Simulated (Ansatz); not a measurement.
# Magnetic order of NaMnCl3 at several levels

```yaml
crystal:
  lattice:
    - [3.29550, 1.90266, 6.20900]
    - [-3.29550, 1.90266, 6.20900]
    - [0.00000, -3.80532, 6.20900]
  atoms:
    - { symbol: Na, position: [0.14490, 0.14490, 0.14490] }
    - { symbol: Na, position: [0.85510, 0.85510, 0.85510] }
    - { symbol: Mn, position: [0.34070, 0.34070, 0.34070] }
    - { symbol: Mn, position: [0.65930, 0.65930, 0.65930] }
    - { symbol: Cl, position: [0.44900, 0.71690, 0.06720] }
    - { symbol: Cl, position: [0.06720, 0.44900, 0.71690] }
    - { symbol: Cl, position: [0.71690, 0.06720, 0.44900] }
    - { symbol: Cl, position: [0.55100, 0.28310, 0.93280] }
    - { symbol: Cl, position: [0.93280, 0.55100, 0.28310] }
    - { symbol: Cl, position: [0.28310, 0.93280, 0.55100] }
```

The same starts (parallel, antiparallel patterns that fit this cell, and no moments) were run with plane-wave PAW DFT (Ansatz 0.2.0; atoms fixed, collinear spin, no spin-orbit coupling; 4×4×4 Γ-centred mesh, fermi-dirac occupations of width 0.050 eV) at these levels: r2SCAN, 500 eV; r2SCAN with U_eff = 2.7 eV on Mn d (all-electron-ortho-atomic projectors), 500 eV.

Question: How do order, exchange and moments depend on the level?

Answer: The runs give, at zero smearing:

| level | lowest state | mean moment on Mn (μB) | parallel less best compensated antiparallel (meV per Mn) | gain over no moments (meV per Mn) |
| --- | --- | --- | --- | --- |
| r2SCAN | parallel moments | 4.46 | -2 | 4026 |
| r2SCAN + U | parallel moments | 4.52 | -4 | 5310 |

Site moments are taken in small spheres that don't touch (radius about 0.4 of the atom's shortest bond), so those of the magnetic atoms read low. The two orders aren't resolved at any level: the difference runs from -4 to -2 meV per Mn.

The cell is that of a Crystallography Open Database entry, unchanged.

Caveats: only orders that fit this cell were tried, so the true order may need a larger cell or canted moments; atoms and cell are held at the entry's values; differences under about 5 meV per magnetic atom weren't tested against a denser mesh or another U, and are taken as unresolved; the U is a value in common use, not computed for this crystal; the state without moments isn't the paramagnet, so the last column is no ordering energy, and a U inflates it.
